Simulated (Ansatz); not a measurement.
One crystal and one scan (scan of one atom of the cell) at two levels, PBE (plane waves to 420 eV, PAW, scalar-relativistic; Ansatz, a first-principles code) and r2SCAN (plane waves to 500 eV, PAW, scalar-relativistic; Ansatz), each from its own relaxed cell and on its own mesh.

The crystal is MnO (rock salt); one O atom of a 2-atom cell moves by s along Cartesian x, with its periodic images.

The energy includes the smearing's −TS. MnO is run spin-polarised and with no Hubbard U; the real compound is an antiferromagnetic insulator, a state that this run doesn't describe. MnO was relaxed with its symmetry unable to fall. Relaxed MnO ends ferromagnetic. Other magnetic orders were not checked, so this need not be the ground state. (PBE) On this mesh the relaxed cell isn't quite at rest: it carries a pressure of 0.2 GPa (compression positive) at the zero of the scan. (PBE) Relaxed MnO ends ferromagnetic. (r2SCAN) Relaxed MnO ends ferromagnetic. With partly filled bands, energies and forces of such displacements shift with the k mesh and the smearing.

| quantity | run 1 | run 2 |
|---|---|---|
| Lattice constant a (Å) | 4.440 | 4.450 |
| Magnetic moment of the relaxed cell (μB/cell) | 4.75 | 5.00 |
| Force constant k = d²E/ds² at s = 0 (finite differences) (eV/Å²) | 3.64 | 2.79 |
| Zone-centre optical wavenumber from k (cm⁻¹) | 283 | 247 |

Question: Which run is which level?

Answer: Run 1 is PBE, run 2 is r2SCAN. PBE gives the higher value for: force constant k = d²E/ds² at s = 0; zone-centre optical wavenumber from k. PBE gives the lower value for: lattice constant a; magnetic moment of the relaxed cell. (r2SCAN) At this level the bands of MnO touch or barely overlap; measurements give the solid a gap. Both give the same shape of the curve: a single well with its minimum at or next to zero displacement. Neither level is exact: the differences show how much the result hangs on the functional.

(A displaced cell: forces are minus the slopes of the energy, force constants its curvatures, and phonons follow from these.)
